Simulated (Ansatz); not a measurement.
Relaxed-ion elastic tensor of Cu₃HO (anti-perovskite, Pm-3m) in GPa (Voigt order), r²SCAN (plane waves, PAW; program Ansatz); density 5.96 g/cm³, 11.57 Å³ per atom.

```csv
,1,2,3,4,5,6
1,158,82.2,82.2,0.0,0.0,0.0
2,82.2,158,82.2,0.0,0.0,0.0
3,82.2,82.2,158,0.0,0.0,0.0
4,0.0,0.0,0.0,-0.3,0.0,0.0
5,0.0,0.0,0.0,0.0,-0.3,0.0
6,0.0,0.0,0.0,0.0,0.0,-0.3
```

Task: Is the crystal mechanically stable?

Result: On the edge, within the error: the smallest eigenvalue of C is -0.3 GPa.

The start of the workflow was typed in or built on a structure type; neither database checked (COD, Materials Project) lists it. Its standing as an ambient phase is unchecked. The cell was relaxed with r²SCAN under the symmetry of its start; its stability against distortions is not shown here. The workflow began spin-polarised and lost its moments. The volume moved by 28 % from the start of the relaxation. Its formation energy is positive at this level, so the cell may be metastable or incomplete. No Hubbard U is applied.

Potentials: the earlier of the program's two PAW sets.
